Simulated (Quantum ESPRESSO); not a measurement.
## Ti4FO6N (one run as intended and one with a planted mistake)

Computed values, not a measurement. The program is pw.x of Quantum ESPRESSO 7.5 (plane-wave density functional theory). The cell is made up: 12 atoms on a rutile lattice, with randomly drawn elements, strain and displacements, not relaxed. PseudoDojo standard norm-conserving files (v0.5 for PBE, v0.4.1 for LDA and PBEsol) set the functional; there is no spin polarisation, spin-orbit coupling or dispersion term, and the masses in the input are unused placeholders.

Intended input:

```
&control calculation='scf', pseudo_dir='./dojo.nc.sr.pbe.v0_5.standard.upf', outdir='./o', disk_io='medium', tprnfor=.true., tstress=.true. /
&system ibrav=0, nat=12, ntyp=4, nbnd=54, ecutwfc=84.00895049, nosym=.true., tot_charge=0,
 occupations='smearing', smearing='fd', degauss=0.0018374661
/
&electrons conv_thr=7.350e-09, electron_maxstep=60, /
ATOMIC_SPECIES
F 1.0 F.upf
N 1.0 N.upf
O 1.0 O.upf
Ti 1.0 Ti.upf
CELL_PARAMETERS angstrom
4.7417 0.0048 0.0237
0.0048 4.7342 0.0554
0.0303 0.0708 6.0107
ATOMIC_POSITIONS angstrom
Ti 0.0567 -0.1089 0.0282
Ti 2.3312 2.4292 1.5303
Ti -0.0138 0.1226 2.9174
Ti 2.5139 2.4233 4.4978
F 1.4229 1.4681 -0.054
O 3.3202 3.2586 -0.0263
O 3.9156 1.0111 1.3998
N 1.086 3.8664 1.4077
O 1.5773 1.5866 3.0905
O 3.2861 3.1665 3.0359
O 3.7926 1.0302 4.6112
O 1.0088 3.8483 4.5949
K_POINTS automatic
5 5 4 1 1 1
```

The log is shortened where brackets say so; the opening notice, blank lines, dates and the lines on written files are dropped, and the path of the files is cut. It prints rydbergs, bohrs and kilobars, and counts compression as positive stress. Where no state is partly filled, the Fermi energy that it prints is only some level between the filled and the empty states on the mesh, and need not lie in the true gap.

Log of the intended run:

```
     Program PWSCF v.7.5
     Parallel version (MPI & OpenMP), running on       1 processor cores
     Number of MPI processes:                 1
     Threads/MPI process:                     1
     [start-up lines left out]
     bravais-lattice index     =            0
     lattice parameter (alat)  =       8.9606  a.u.
     unit-cell volume          =     910.3976 (a.u.)^3
     number of atoms/cell      =           12
     number of atomic types    =            4
     number of electrons       =        96.00
     number of Kohn-Sham states=           54
     kinetic-energy cutoff     =      84.0090  Ry
     charge density cutoff     =     336.0358  Ry
     scf convergence threshold =      7.3E-09
     mixing beta               =       0.7000
     number of iterations used =            8  plain     mixing
     Exchange-correlation= PBE
                           (   1   4   3   4   0   0   0)
     [axes and pseudopotential details left out]
   Cartesian axes
     site n.     atom                  positions (alat units)
         1        Ti     tau(   1) = (   0.0119576  -0.0229661   0.0059472  )
         2        Ti     tau(   2) = (   0.4916316   0.5122991   0.3227282  )
         3        Ti     tau(   3) = (  -0.0029103   0.0258554   0.6152566  )
         4        Ti     tau(   4) = (   0.5301616   0.5110548   0.9485504  )
         5        F      tau(   5) = (   0.3000783   0.3096107  -0.0113882  )
         6        O      tau(   6) = (   0.7002039   0.6872129  -0.0055465  )
         7        O      tau(   7) = (   0.8257690   0.2132330   0.2952067  )
         8        N      tau(   8) = (   0.2290288   0.8153932   0.2968728  )
         9        O      tau(   9) = (   0.3326401   0.3346014   0.6517620  )
        10        O      tau(  10) = (   0.6930125   0.6677898   0.6402473  )
        11        O      tau(  11) = (   0.7998293   0.2172610   0.9724656  )
        12        O      tau(  12) = (   0.2127479   0.8115760   0.9690280  )
     number of k points=    50  Fermi-Dirac smearing, width (Ry)=  0.0018
                       cart. coord. in units 2pi/alat
        k(    1) = (   0.0994166   0.0989245   0.0969445), wk =   0.0400000
        k(    2) = (   0.0984330   0.0966172   0.2941983), wk =   0.0400000
     [further k points left out]
     Dense  grid:    94679 G-vectors     FFT dimensions: (  54,  54,  72)
     Estimated max dynamical RAM per process >     148.67 MB
     Initial potential from superposition of free atoms
     starting charge      95.9936, renormalised to      96.0000
     Starting wfcs are   72 randomized atomic wfcs
     total cpu time spent up to now is       14.0 secs
     per-process dynamical memory:    92.4 Mb
     Self-consistent Calculation
     iteration #  1     ecut=    84.01 Ry     beta= 0.70
     Davidson diagonalization with overlap
     ethr =  1.00E-02,  avg # of iterations =  2.0
     total cpu time spent up to now is       47.6 secs
     total energy              =    -741.26136989 Ry
     estimated scf accuracy    <       5.98228000 Ry
     iteration #  2     ecut=    84.01 Ry     beta= 0.70
     Davidson diagonalization with overlap
     ethr =  6.23E-03,  avg # of iterations =  7.4
     total cpu time spent up to now is      126.1 secs
     total energy              =    -733.94753786 Ry
     estimated scf accuracy    <      81.50109492 Ry
     [iterations 3 to 21 left out]
     iteration # 22     ecut=    84.01 Ry     beta= 0.70
     Davidson diagonalization with overlap
     ethr =  7.32E-11,  avg # of iterations =  6.1
     total cpu time spent up to now is     1062.4 secs
     total energy              =    -744.59921853 Ry
     estimated scf accuracy    <       0.00000002 Ry
     iteration # 23     ecut=    84.01 Ry     beta= 0.70
     Davidson diagonalization with overlap
     ethr =  2.34E-11,  avg # of iterations =  5.0
     total cpu time spent up to now is     1106.6 secs
     End of self-consistent calculation
     [lines on levels left out]
     the Fermi energy is     8.9953 ev
!    total energy              =    -744.59921853 Ry
     estimated scf accuracy    <          3.2E-09 Ry
     smearing contrib. (-TS)   =      -0.00000000 Ry
     internal energy E=F+TS    =    -744.59921853 Ry
     The total energy is F=E-TS. E is the sum of the following terms:
     one-electron contribution =    -279.67659834 Ry
     hartree contribution      =     183.88944740 Ry
     xc contribution           =    -136.79907440 Ry
     ewald contribution        =    -512.01299320 Ry
     convergence has been achieved in  23 iterations
     Forces acting on atoms (cartesian axes, Ry/au):
     atom    1 type  4   force =    -0.04606458   -0.05011558   -0.06815284
     atom    2 type  4   force =     0.02048103    0.04320443    0.03910475
     atom    3 type  4   force =     0.03281758   -0.00072967    0.02135003
     atom    4 type  4   force =     0.02005498    0.03366869   -0.01005719
     atom    5 type  1   force =    -0.00464466   -0.01156630    0.01910524
     atom    6 type  3   force =     0.00536687    0.00328079    0.03253048
     atom    7 type  3   force =     0.01013417   -0.03824223    0.06438634
     atom    8 type  2   force =    -0.03005280    0.01002080    0.08045686
     atom    9 type  3   force =    -0.08885491   -0.08103266   -0.04793150
     atom   10 type  3   force =     0.07322810    0.09349738   -0.04278028
     atom   11 type  3   force =     0.03822365   -0.04026888   -0.05447399
     atom   12 type  3   force =    -0.03068944    0.03828323   -0.03353790
     Total force =     0.270823     Total SCF correction =     0.000124
     Computing stress (Cartesian axis) and pressure
          total   stress  (Ry/bohr**3)                   (kbar)     P=      -31.54
  -0.00026024   0.00026685   0.00000350          -38.28       39.26        0.52
   0.00026685  -0.00020039  -0.00018801           39.26      -29.48      -27.66
   0.00000350  -0.00018801  -0.00018260            0.52      -27.66      -26.86
     init_run     :     13.40s CPU     13.90s WALL (       1 calls)
     electrons    :   1049.76s CPU   1092.62s WALL (       1 calls)
     forces       :      6.68s CPU      6.75s WALL (       1 calls)
     stress       :     24.79s CPU     24.87s WALL (       1 calls)
     [timing details left out]
     PWSCF        :  18m14.81s CPU  18m58.56s WALL
     JOB DONE.
```

A second run has one planted mistake: the plane-wave cutoff is too low. The input lines that differ, file-writing options aside:

```
- &system ibrav=0, nat=12, ntyp=4, nbnd=54, ecutwfc=84.00895049, nosym=.true., tot_charge=0,
+ &system ibrav=0, nat=12, ntyp=4, nbnd=54, ecutwfc=50.78756325, nosym=.true., tot_charge=0,
```

Its log:

```
     Program PWSCF v.7.5
     Parallel version (MPI & OpenMP), running on       1 processor cores
     Number of MPI processes:                 1
     Threads/MPI process:                     1
     [start-up lines left out]
     bravais-lattice index     =            0
     lattice parameter (alat)  =       8.9606  a.u.
     unit-cell volume          =     910.3976 (a.u.)^3
     number of atoms/cell      =           12
     number of atomic types    =            4
     number of electrons       =        96.00
     number of Kohn-Sham states=           54
     kinetic-energy cutoff     =      50.7876  Ry
     charge density cutoff     =     203.1503  Ry
     scf convergence threshold =      7.3E-09
     mixing beta               =       0.7000
     number of iterations used =            8  plain     mixing
     Exchange-correlation= PBE
                           (   1   4   3   4   0   0   0)
     [axes and pseudopotential details left out]
   Cartesian axes
     site n.     atom                  positions (alat units)
         1        Ti     tau(   1) = (   0.0119576  -0.0229661   0.0059472  )
         2        Ti     tau(   2) = (   0.4916316   0.5122991   0.3227282  )
         3        Ti     tau(   3) = (  -0.0029103   0.0258554   0.6152566  )
         4        Ti     tau(   4) = (   0.5301616   0.5110548   0.9485504  )
         5        F      tau(   5) = (   0.3000783   0.3096107  -0.0113882  )
         6        O      tau(   6) = (   0.7002039   0.6872129  -0.0055465  )
         7        O      tau(   7) = (   0.8257690   0.2132330   0.2952067  )
         8        N      tau(   8) = (   0.2290288   0.8153932   0.2968728  )
         9        O      tau(   9) = (   0.3326401   0.3346014   0.6517620  )
        10        O      tau(  10) = (   0.6930125   0.6677898   0.6402473  )
        11        O      tau(  11) = (   0.7998293   0.2172610   0.9724656  )
        12        O      tau(  12) = (   0.2127479   0.8115760   0.9690280  )
     number of k points=    50  Fermi-Dirac smearing, width (Ry)=  0.0018
                       cart. coord. in units 2pi/alat
        k(    1) = (   0.0994166   0.0989245   0.0969445), wk =   0.0400000
        k(    2) = (   0.0984330   0.0966172   0.2941983), wk =   0.0400000
     [further k points left out]
     Dense  grid:    44563 G-vectors     FFT dimensions: (  45,  45,  54)
     Estimated max dynamical RAM per process >      72.81 MB
     Check: negative core charge=   -0.000130
     Initial potential from superposition of free atoms
     starting charge      95.9936, renormalised to      96.0000
     Starting wfcs are   72 randomized atomic wfcs
     total cpu time spent up to now is       12.0 secs
     per-process dynamical memory:    45.3 Mb
     Self-consistent Calculation
     iteration #  1     ecut=    50.79 Ry     beta= 0.70
     Davidson diagonalization with overlap
     ethr =  1.00E-02,  avg # of iterations =  2.0
     total cpu time spent up to now is       31.4 secs
     total energy              =    -740.96081877 Ry
     estimated scf accuracy    <       5.75780407 Ry
     iteration #  2     ecut=    50.79 Ry     beta= 0.70
     Davidson diagonalization with overlap
     ethr =  6.00E-03,  avg # of iterations =  7.1
     total cpu time spent up to now is       67.8 secs
     total energy              =    -734.03791646 Ry
     estimated scf accuracy    <      73.97672310 Ry
     [iterations 3 to 20 left out]
     iteration # 21     ecut=    50.79 Ry     beta= 0.70
     Davidson diagonalization with overlap
     ethr =  2.62E-10,  avg # of iterations =  2.0
     total cpu time spent up to now is      623.9 secs
     total energy              =    -744.14206153 Ry
     estimated scf accuracy    <       0.00000010 Ry
     iteration # 22     ecut=    50.79 Ry     beta= 0.70
     Davidson diagonalization with overlap
     ethr =  9.90E-11,  avg # of iterations =  5.0
     total cpu time spent up to now is      653.4 secs
     End of self-consistent calculation
     [lines on levels left out]
     the Fermi energy is     9.1420 ev
!    total energy              =    -744.14206154 Ry
     estimated scf accuracy    <          7.2E-09 Ry
     smearing contrib. (-TS)   =      -0.00000000 Ry
     internal energy E=F+TS    =    -744.14206154 Ry
     The total energy is F=E-TS. E is the sum of the following terms:
     one-electron contribution =    -278.50599479 Ry
     hartree contribution      =     182.97654228 Ry
     xc contribution           =    -136.59961584 Ry
     ewald contribution        =    -512.01299320 Ry
     convergence has been achieved in  22 iterations
     Forces acting on atoms (cartesian axes, Ry/au):
     atom    1 type  4   force =    -0.05035153   -0.04601830   -0.07272677
     atom    2 type  4   force =     0.02439940    0.03953038    0.03092211
     atom    3 type  4   force =     0.03895321   -0.00272141    0.02720497
     atom    4 type  4   force =     0.01258042    0.03889160   -0.00769497
     atom    5 type  1   force =    -0.00511341   -0.01215959    0.02019593
     atom    6 type  3   force =     0.00764531    0.00392948    0.03628228
     atom    7 type  3   force =     0.00666157   -0.03379513    0.06399649
     atom    8 type  2   force =    -0.03339925    0.01410727    0.08626497
     atom    9 type  3   force =    -0.09510964   -0.08738189   -0.04787863
     atom   10 type  3   force =     0.07718397    0.09701553   -0.04188649
     atom   11 type  3   force =     0.04473013   -0.04760506   -0.05564508
     atom   12 type  3   force =    -0.02818018    0.03620713   -0.03903480
     Total force =     0.283110     Total SCF correction =     0.000222
     Computing stress (Cartesian axis) and pressure
          total   stress  (Ry/bohr**3)                   (kbar)     P=     -424.31
  -0.00293651   0.00029630   0.00000202         -431.98       43.59        0.30
   0.00029630  -0.00287874  -0.00017829           43.59     -423.48      -26.23
   0.00000202  -0.00017829  -0.00283793            0.30      -26.23     -417.47
     init_run     :     11.26s CPU     11.89s WALL (       1 calls)
     electrons    :    635.46s CPU    641.49s WALL (       1 calls)
     forces       :      3.68s CPU      3.71s WALL (       1 calls)
     stress       :     13.66s CPU     13.71s WALL (       1 calls)
     [timing details left out]
     PWSCF        :  11m 4.22s CPU  11m11.18s WALL
     JOB DONE.
```

|  | intended run | run with the mistake |
| --- | --- | --- |
| free energy (eV) | -10130.788 | -10124.569 |
| smearing term -TS (eV) | 0.0000 | 0.0000 |
| pressure (GPa) | -3.15 | -42.43 |
| largest force component (eV/Å) | 2.404 | 2.494 |
| largest change of a force component (eV/Å) |  | 0.210 |
| iterations | 23 | 22 |

For scale, a rerun of the intended cell at 1437 eV and a 7 x 7 x 6 mesh moved values by no more than 0.004 eV in energy, 0.04 GPa in stress and 0.002 eV/Å in force.